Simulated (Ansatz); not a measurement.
An Ansatz input:

```yaml
crystal:
  lattice:
    - [0.0, 2.9303567946, 2.9303567946]
    - [2.9303567946, 0.0, 2.9303567946]
    - [2.9303567946, 2.9303567946, 0.0]
  atoms:
    - { symbol: Nb, position: [0.125, 0.125, 0.125] }
    - { symbol: Nb, position: [0.875, 0.875, 0.875] }
hamiltonian:
  xc: r2scan
  pseudopotentials:
    kind: paw_fr
    azcp:
      Nb: "pseudopotentials/Nb.paw.azcp"
basis:
  ecutwfc: 500
  fft_grid_basis: typed
kpoints:
  mp_grid: { grid: [9, 9, 9], shift: [0, 0, 0] }
magnetization:
  noncollinear: true
  spin_orbit: true
scf:
  occupations: { method: fermi_dirac, width: 0.1 }
```

Output

```
Engine: ansatz 0.2.0, x86_64-unknown-linux-gnu
Pseudopotentials: kind: paw_fr
Pseudopotential: Nb, paw_fr, valence charge 13, recommended cutoff 500 eV (meta_gga) 
Functional definition: r2SCAN
  parameter k0 = 0.174
  parameter k1 = 0.065
  parameter a1 = 4.9479
  exchange = r2scan_x(k0 = k0, k1 = k1, a1 = a1)
  correlation = r2scan_c
non-collinear run that drives no moment, with spin-orbit: no starting moment large enough to seed its density (crystal.atoms[].spin), no starting occupations that ask for one, no magnetisation constraint and no magnetic field, so the semilocal B_xc is pinned to zero
Crystal: 2 atoms, lattice volume = 50.326 Å³
Basis set: ecut = 500 eV, 1243 PW (Γ), exchange–correlation on 128×128×128 points (64 copies of the dense FFT grid, shifted against one another)
Bands: 34, of which v1, the nominal top of the filled ones, is band 26 counted from 1 (25 counted from 0)
Symmetry: 48 space group operations + 48 with time reversal
Magnetic group: BNS 227.129 (UNI 1631), of the structure as read, at distance tolerance 3.7e-5 Å
k-points: 35 of 729
Projection manifold: j_resolved (fully-relativistic pseudo-atomic orbitals)
Non-local potential: Nb, projectors of the file, l = 0: 3, l = 1: 4, l = 2: 4, l = 3: 2
PAW form: soft (Blöchl's): semilocal exchange-correlation on the pseudo side does not see the compensation charge
PAW frozen core: Nb, regenerated for the run's functional (the file was generated under x = pbe(κ = 0.804, μ = 0.2195149727645171), c = pbe(β = 0.06672455060314922))
PAW one-centre angular grid: Nb, 590 points (default); XC on 160 Gauss nodes
Initial density: superposition of atomic densities (chi_scale 0.1, normalization cell)
Initial wavefunctions: pseudopotential atomic-orbital guess
Functional: x = r2scan, c = r2scan; τ floored in thin density (d = 2e-4 eV/Å³)
iter 1 solved again at ethr=2.39e-3 eV; its pass at ethr=3.10e-3 eV (dr2=6.21e-1 eV) is discarded
SCF iter   1: F=—  HF=-9111.250559 eV  |F-HF|=—  |Δ(HF+E_count)|=         —  Δρ=3.77e-2  dr2=6.31e-1  dr2_τ=7.30e-3  dr2_m=0.00e0 (ungated)  ethr=2.39e-3  |M|=0.00e0 ∫|m|=0.00e0 μB  |m|>n=0.0e0 m-floor=0.0e0 τ_xc=0.0e0  β_m=0.30  ⟨swp⟩=1.0  Hψ=3438  notcnv=0
spin=Noncollinear: Kerker preconditioning applied to the charge; magnetization (m_x, m_y, m_z) channels mix plain (no charge-response kernel on spin).
SCF iter   2: F=—  HF=-9111.169013 eV  |F-HF|=—  |Δ(HF+E_count)|=   8.15e-2  Δρ=2.71e-2  dr2=2.89e-1  dr2_τ=2.83e-3  dr2_m=0.00e0 (ungated)  ethr=2.39e-3  |M|=0.00e0 ∫|m|=0.00e0 μB  |m|>n=0.0e0 m-floor=0.0e0 τ_xc=0.0e0  β_m=0.62  ⟨swp⟩=2.0  Hψ=682  notcnv=0
SCF iter   3: F=—  HF=-9111.197565 eV  |F-HF|=—  |Δ(HF+E_count)|=   2.86e-2  Δρ=6.88e-3  dr2=1.21e-2  dr2_τ=2.66e-4  dr2_m=0.00e0 (ungated)  ethr=1.11e-3  |M|=0.00e0 ∫|m|=0.00e0 μB  |m|>n=0.0e0 m-floor=0.0e0 τ_xc=0.0e0  β_m=0.81  ⟨swp⟩=2.7  Hψ=1161  notcnv=0
SCF iter   4: F=—  HF=-9111.209590 eV  |F-HF|=—  |Δ(HF+E_count)|=   1.20e-2  Δρ=1.46e-3  dr2=2.01e-3  dr2_τ=2.66e-5  dr2_m=0.00e0 (ungated)  ethr=4.66e-5  |M|=0.00e0 ∫|m|=0.00e0 μB  |m|>n=0.0e0 m-floor=0.0e0 τ_xc=0.0e0  β_m=0.91  ⟨swp⟩=2.8  Hψ=1199  notcnv=0
SCF iter   5: F=—  HF=-9111.209165 eV  |F-HF|=—  |Δ(HF+E_count)|=   4.25e-4  Δρ=3.17e-4  dr2=9.99e-5  dr2_τ=8.50e-7  dr2_m=0.00e0 (ungated)  ethr=7.75e-6  |M|=0.00e0 ∫|m|=0.00e0 μB  |m|>n=0.0e0 m-floor=0.0e0 τ_xc=0.0e0  β_m=0.95  ⟨swp⟩=2.0  Hψ=780  notcnv=0
SCF iter   6: F=—  HF=-9111.209226 eV  |F-HF|=—  |Δ(HF+E_count)|=   6.08e-5  Δρ=1.31e-4  dr2=1.69e-5  dr2_τ=1.53e-7  dr2_m=0.00e0 (ungated)  ethr=3.84e-7  |M|=0.00e0 ∫|m|=0.00e0 μB  |m|>n=0.0e0 m-floor=0.0e0 τ_xc=0.0e0  β_m=0.98  ⟨swp⟩=2.0  Hψ=783  notcnv=0
SCF iter   7: F=—  HF=-9111.209237 eV  |F-HF|=—  |Δ(HF+E_count)|=   1.06e-5  Δρ=2.57e-5  dr2=4.34e-7  dr2_τ=1.35e-8  dr2_m=0.00e0 (ungated)  ethr=6.51e-8  |M|=0.00e0 ∫|m|=0.00e0 μB  |m|>n=0.0e0 m-floor=0.0e0 τ_xc=0.0e0  β_m=0.99  ⟨swp⟩=2.0  Hψ=809  notcnv=0
SCF iter   8: F=-9111.209237 eV  HF=-9111.209237 eV  |F-HF|=1.10e-8  |Δ(HF+E_count)|=   1.92e-7  Δρ=5.12e-6  dr2=1.75e-8  dr2_τ=1.62e-10  dr2_m=0.00e0 (ungated)  ethr=3.85e-10  |M|=0.00e0 ∫|m|=0.00e0 μB  |m|>n=0.0e0 m-floor=0.0e0 τ_xc=0.0e0  ⟨swp⟩=3.0  Hψ=1272  notcnv=0
SCF 1 converged in 8 iterations: F = -9111.209237 eV  dr2 = 1.75e-8
SCF converged after 8 iterations
Magnetization: |M| = 0.0000 μB,  M = (+0.0000, +0.0000, +0.0000) μB
Absolute magnetization: 0.0000 μB (∫|m|)
  site 0: m = (+0.0000, +0.0000, +0.0000) μB, |m| = 0.0000 μB  (R = 1.05 Å)
  site 1: m = (+0.0000, +0.0000, +0.0000) μB, |m| = 0.0000 μB  (R = 1.05 Å)
Free energy (F): -9111.209237 eV
Harris-Foulkes:  -9111.209237 eV  (|F-HF|=1.10e-8)
Internal energy: -9111.102779 eV  (E = F + TS)
E sigma→0 (E₀):  -9111.156008 eV
Entropy (-TS):   -0.106458 eV (-53.229 meV/atom)
Fermi energy:    11.710090 eV
--- Per-component energies (eV) ---
  E_band       = -310.544396
  E_kinetic    = 790.315382
  E_local      = -2119.541424  (includes V_loc(G=0)·N_el)
  E_nonlocal   = 248.583682
  E_hartree    = 714.962793
  E_xc         = -335.765302
  E_vxc        = -469.235131  (∫ρ·V_xc dr)
  E_paw        = -6172.516309  (= ΣΔE_a)
  E_vpaw       = -220.869517  (= ΣTr[D̂ρ^β])
  E_aug_tail   = 0.000008  (compensation charges beyond the density's cutoff)
  E_vtau       = 30.271172  (kinetic-family band-sum trace: ∫τ·v_τ [+ j·A + Jᵃ·Aᵃ] dr)
  E_ewald      = -2236.756459
  E_core_change = -0.385151  (= ΣΔE_core)
  E_smearing   = -0.106458  (= −TS)
  E_closure    = 0.000000  (closes the sum)
  Σ components = -9111.209237   (vs F -9111.209237, Δ=0.00e0)
```

Command:

```sh
ansatz run input.yaml --threads 1 --pin off --max-ram 3584MiB --backend cpu --events-out ev --progress --plain --runs-dir out
```

On 1 thread of Intel(R) Xeon(R) Platinum 8259CL CPU @ 2.50GHz (Skylake/Cascade Lake) (shared host) this took about 27 s of wall time and 27 s of CPU time.
